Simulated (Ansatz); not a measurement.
SiO2:
```
CELL_PARAMETERS angstrom
      7.52851     0.00000     0.00000
      0.00000     7.52851     0.00000
      0.00000     0.00000     8.63842
ATOMIC_POSITIONS crystal
  Si 0.91491 0.08509 0.25000
  Si 0.41491 0.41491 0.00000
  Si 0.08509 0.91491 0.75000
  Si 0.58509 0.58509 0.50000
  Si 0.38070 0.82495 0.99930
  Si 0.67505 0.88070 0.74930
  Si 0.61930 0.17505 0.49930
  Si 0.32495 0.11930 0.24930
  Si 0.88070 0.67505 0.25070
  Si 0.17505 0.61930 0.50070
  Si 0.11930 0.32495 0.75070
  Si 0.82495 0.38070 0.00070
  O  0.37507 0.94209 0.15453
  O  0.55791 0.87507 0.90453
  O  0.62493 0.05791 0.65453
  O  0.44209 0.12493 0.40453
  O  0.87507 0.55791 0.09547
  O  0.05791 0.62493 0.34547
  O  0.12493 0.44209 0.59547
  O  0.94209 0.37507 0.84547
  O  0.38106 0.61650 0.45202
  O  0.88350 0.88106 0.20202
  O  0.61894 0.38350 0.95202
  O  0.11650 0.11894 0.70202
  O  0.88106 0.88350 0.79798
  O  0.38350 0.61894 0.04798
  O  0.11894 0.11650 0.29798
  O  0.61650 0.38106 0.54798
  O  0.79400 0.13594 0.39699
  O  0.36406 0.29400 0.14699
  O  0.20600 0.86406 0.89699
  O  0.63594 0.70600 0.64699
  O  0.29400 0.36406 0.85301
  O  0.86406 0.20600 0.10301
  O  0.70600 0.63594 0.35301
  O  0.13594 0.79400 0.60301
```

Relaxed with r²SCAN. Independent-particle spectrum: no excitons, no local fields, no scissors shift; 0.1 eV broadening; ε₁ of the summed bands alone.

Tabulate the dielectric function from the program Ansatz at the r²SCAN level (PAW).



| E (eV) | ε₁ xx | ε₂ xx | ε₁ zz | ε₂ zz |
|---|---|---|---|---|
| 0.0 | 2.15 | 0.00 | 2.16 | 0.00 |
| 0.5 | 2.15 | 0.00 | 2.16 | 0.00 |
| 1.0 | 2.16 | 0.00 | 2.17 | 0.00 |
| 1.5 | 2.17 | 0.00 | 2.17 | 0.00 |
| 2.0 | 2.18 | 0.00 | 2.19 | 0.00 |
| 2.5 | 2.20 | 0.00 | 2.20 | 0.00 |
| 3.0 | 2.22 | 0.00 | 2.22 | 0.00 |
| 3.5 | 2.24 | 0.00 | 2.25 | 0.00 |
| 4.0 | 2.28 | 0.00 | 2.28 | 0.00 |
| 4.5 | 2.31 | 0.00 | 2.32 | 0.00 |
| 5.0 | 2.36 | 0.00 | 2.37 | 0.00 |
| 5.5 | 2.42 | 0.00 | 2.43 | 0.00 |
| 6.0 | 2.50 | 0.00 | 2.50 | 0.00 |
| 6.5 | 2.59 | 0.00 | 2.60 | 0.00 |
| 7.0 | 2.72 | 0.00 | 2.73 | 0.00 |
| 7.5 | 2.91 | 0.01 | 2.92 | 0.01 |
| 8.0 | 3.30 | 0.08 | 3.31 | 0.11 |
| 8.5 | 3.43 | 0.49 | 3.40 | 0.51 |
| 9.0 | 3.56 | 0.74 | 3.50 | 0.73 |
| 9.5 | 3.97 | 1.12 | 3.83 | 1.02 |
| 10.0 | 3.76 | 2.02 | 4.06 | 2.03 |
| 10.5 | 2.89 | 2.53 | 2.73 | 2.68 |
| 11.0 | 2.57 | 2.78 | 2.34 | 2.35 |
| 11.5 | 1.81 | 2.34 | 2.29 | 2.29 |
| 12.0 | 1.72 | 2.15 | 1.97 | 2.04 |

With all bands, ε∞ without local fields is 2.32 (xx = yy), 2.32 (zz).

Space group P4_32_12. The first step of the workflow began from a Materials Project structure, measured or hypothetical; the Crystallography Open Database files this formula in space group No. 96, but the cells were not matched. It is not the phase usual at ambient conditions (space group No. 92, 152, 154). Symmetry was held in the r²SCAN relaxation; whether a distortion lowers the energy is not shown.

Potentials: the earlier of the program's two PAW sets.
